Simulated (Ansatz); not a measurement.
A trial cell of PbSe was relaxed with PBE (plane waves to 420 eV, PAW, scalar-relativistic; Ansatz, an electronic-structure program).

Before: P3₂21 (No. 154), hP6; a = b = 4.7298 Å, c = 10.8358 Å, α = β = 90.00°, γ = 120.00°.

After relaxation:

Simulated powder pattern, Fe Kα, λ = 1.93735 Å (kinematic, ideal powder, no thermal factors, no anomalous dispersion; the 24 strongest lines at most, above 1 %, up to 2θ = 90°):

```
2θ (°)  I/Imax (%)
------  ----------
31.31           36
36.31          100
52.30           74
62.23           18
65.33           26
77.11           13
85.56          8.6
88.34           39
```

**Question.** Identify the relaxed structure from its pattern: crystal system, space group and cell.

**Answer.** Cubic, Fm-3m (No. 225), cF8, rock salt type; a = b = c = 6.2169 Å, α = β = γ = 90.00°. Sites: Pb 4b (0.500, 0.500, 0.500); Se 4a (0.000, 0.000, 0.000).

**Question.** Index the strongest lines.

**Answer.** 31.31° (111), 36.31° (200), 52.30° (220), 65.33° (222), 88.34° (420).

No spin polarisation in the result.

The run could not lose the symmetry of its start; a randomly shaken copy of 4 atoms returns to this structure.
